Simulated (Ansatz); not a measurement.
Given:

Relaxed Nb (bcc, W type):

```yaml
crystal:
  lattice:
    - [-3.30957, 3.30957, 3.30957]
    - [1.65478, -1.65478, 1.65478]
    - [1.65478, 1.65478, -1.65478]
  atoms:
    - { symbol: Nb, position: [0.00000, 0.00000, 0.00000] }
    - { symbol: Nb, position: [0.50000, 0.00000, 0.00000] }
```

In this cell atom 2 (Nb, nearest neighbour Nb at 2.866 Å; its periodic images, 2.9 Å or more away, move with it) is moved by s along Cartesian x, unit vector (1.000, 0.000, 0.000); all other atoms and the cell stay fixed.

All values below come from PBE (plane waves to 420 eV, PAW, scalar-relativistic; Ansatz, a quantum-chemistry and plane-wave program). k mesh 8×16×16 (Γ-centred), Fermi-Dirac smearing 0.05 eV. Energies are smeared free energies. With partly filled bands, energies and forces of such displacements shift with the k mesh and the smearing. On this mesh the relaxed cell isn't quite at rest: it carries a pressure of -0.1 GPa (compression positive) at the zero of the scan. Nb is run without spin polarisation. Nb was relaxed with its symmetry unable to fall. The PAW data are Ansatz's earlier set. The zero of ΔE is the undisplaced structure.

The scan covers s from -0.290 to 0.290 Å in 11 points.

Q: Is this a single well or a double well?

A: A single well with its minimum at or next to zero displacement.

Q: Is the energy the same for equal positive and negative displacements?

A: Even: the same for both signs. With its periodic images moving along, the atom's site symmetry in this cell is mmm.

Q: What is the energy change at s = 0.290 Å?

A: 178 meV/cell.

Q: What force acts on the atom along the line at s = -0.290 Å?

A: 1.05 eV/Å.

Q: What is the force constant k = d²E/ds² of this move at s = 0?

A: 5.03 eV/Å².

(A displaced cell: forces are minus the slopes of the energy, force constants its curvatures, and phonons follow from these.)
